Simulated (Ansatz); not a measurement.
BaTiO3:
```
CELL_PARAMETERS angstrom
      3.98471     0.00000     0.00000
      0.00000     3.98471     0.00000
      0.00000     0.00000     4.20562
ATOMIC_POSITIONS crystal
  Ba 0.50000 0.50000 0.59156
  Ti 0.00000 0.00000 0.10878
  O  0.00000 0.50000 0.06010
  O  0.50000 0.00000 0.06010
  O  0.00000 0.00000 0.53945
```

Relaxed with PBE. Special points in fractions of this cell's reciprocal vectors: Γ (0.000, 0.000, 0.000); X (0.000, 0.500, 0.000); M (0.500, 0.500, 0.000); Z (0.000, 0.000, 0.500); R (0.000, 0.500, 0.500); A (0.500, 0.500, 0.500).

### Question
List the band energies nearest the valence-band maximum at these points for PBE with spin–orbit coupling (plane waves, PAW; program Ansatz).

### Answer
In eV from the valence-band maximum; about four levels below and three above (degenerate sets whole), none deeper than 8.9 eV; points with the same levels are listed once.

| k | below | above |
|---|---|---|
| Γ | -0.57 -0.57 -0.51 -0.51 | 1.85 1.85 2.48 2.48 |
| X | -1.57 -1.57 -1.32 -1.32 | 2.55 2.55 3.46 3.46 |
| M | -1.06 -1.06 -0.03 -0.03 | 3.60 3.60 3.62 3.62 |
| Z | -0.72 -0.72 -0.68 -0.68 | 1.94 1.94 3.46 3.46 |
| R | -1.04 -1.04 -0.50 -0.50 | 3.49 3.49 3.52 3.52 |
| A | -0.47 -0.47 0.00 0.00 | 3.99 3.99 3.99 3.99 |

Space group P4mm. The cell was relaxed with PBE under the symmetry of its start. The run is not spin-polarised.

Potentials: the earlier of the program's two PAW sets.
